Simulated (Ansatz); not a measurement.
**HfZr3Se8 (P2/m) at 2 levels of theory**

One geometry, relaxed with PBE; plane waves with PAW potentials in Ansatz, scalar-relativistic. No spin polarisation. Gaps are the least over mesh and band path; pressure is positive in compression.

```
Zr Hf Se
1.0
     6.56685    0.00000    0.00000
     0.00000    7.58401    0.00000
    -0.00141    0.00000    6.91780
Zr Hf Se
3 1 8
Direct
  0.00000 0.50000 0.00000
  0.50000 0.24986 0.00000
  0.50000 0.75014 0.00000
  0.00000 0.00000 0.00000
  0.16562 0.24837 0.22847
  0.16562 0.75163 0.22847
  0.66640 0.50000 0.22910
  0.66916 0.00000 0.22843
  0.33084 0.00000 0.77156
  0.33360 0.50000 0.77090
  0.83438 0.24837 0.77153
  0.83438 0.75163 0.77153
```

```tsv
level	cutoff (eV)	k mesh	gap (eV)	pressure (GPa)
PBE	420	6×6×6	0.42	0.0
```

Question: What comes out on the same cell with r2SCAN?

Answer:
| level | cutoff (eV) | k mesh | gap (eV) | pressure (GPa) |
| --- | --- | --- | --- | --- |
| r2SCAN | 500 | 6×6×6 | 0.74 | -0.7 |

Spin-orbit coupling matters for the bands of heavy elements and is left out. The cell holds layers, chains or molecules and no dispersion correction was added, so their binding is poorly described.

The structure comes from a generated guess; another structure or a mixture of phases may lie lower.
